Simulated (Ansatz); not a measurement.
LaNi2 (cubic Laves (MgCu2 type), Fd-3m) under volume change, the program Ansatz at the r²SCAN level (PAW), scaled uniformly.

```
V (Å³/atom)  E − E(relaxed) (meV/atom)  P (GPa)
-----------  -------------------------  -------
14.810                            53.3    12.69
15.299                            22.4     7.75
15.787                             5.3     3.56
16.275                             0.0     0.01
16.763                               ?        ?
17.252                            17.9    -5.59
17.740                               ?        ?
```

Problem. Complete the blanks.

Solution. 
- 16.763, E − E(relaxed) (meV/atom): 4.7
- 16.763, P (GPa): -3.02
- 17.740, E − E(relaxed) (meV/atom): 38.4
- 17.740, P (GPa): -7.79

Problem. What does a third-order Birch–Murnaghan fit give for V₀, B₀ and B′?

Solution. V₀ = 16.28 Å³/atom, B₀ = 109 GPa, B′ = 4.4.

The workflow started from an entry of the Crystallography Open Database (COD). Its standing as an ambient phase is unchecked. The cell was relaxed with r²SCAN under the symmetry of its start; its stability against distortions is not shown here. The workflow began spin-polarised and lost its moments. Scalar-relativistic: spin–orbit coupling is off unless named, which matters more the heavier the elements.

Potentials: the later of the program's two PAW sets.
